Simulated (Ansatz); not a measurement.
The elements of this relaxed trial crystal are hidden behind letters.

```
lattice vectors (Å)
   1.5765    0.9102    5.3016
  -1.5765    0.9102    5.3016
   0.0000   -1.8204    5.3016
fractional positions
X 0.0916 0.0916 0.0916
X 0.9084 0.9084 0.9084
Z 0.5000 0.5000 0.5000
```

Theory: DFT PBE, scalar-relativistic, plane waves, PAW in Ansatz. Plane waves to 420 eV, an 18×18×18 mesh through Γ for the 3-atom cell and 0.10 eV Gaussian smearing; no spin polarisation.

```
Space group                                 : R-3m (No. 166)
Conventional cell                           : a = 3.153 Å, c = 15.905 Å
Volume per atom                             : 15.22 Å³
Density                                     : 3.88 g/cm³
Energy over the elements                    : −0.15 eV/atom
Gap on the 18×18×18 mesh of the 3-atom cell : 0 eV (a metal)
```

Energies are uncorrected and count from the elements' standard states at the same level.

Task: X is a d-block element of period 4 and Z is a p-block element of period 2. Which elements are they?

Result: X = Ti, Z = B, so the formula is Ti2B. Density times volume gives a mean mass of 3.88 × 15.22/1.6605 = 35.6 u per atom, and this set has 35.5 u. Among the elements that the hints allow, noble gases aside, only these give it. Around Ti lie 3 B at 2.18 Å and 10 Ti at 2.92–3.15 Å; B is surrounded by 6 Ti at 2.18 Å.

Symmetry constrained the relaxation, so the result can be a saddle point. Another cell of Ti2B relaxed alike, in I4/mcm (a Materials Project cell), lies 253 meV/atom lower, so this cell isn't the stable form at this level.
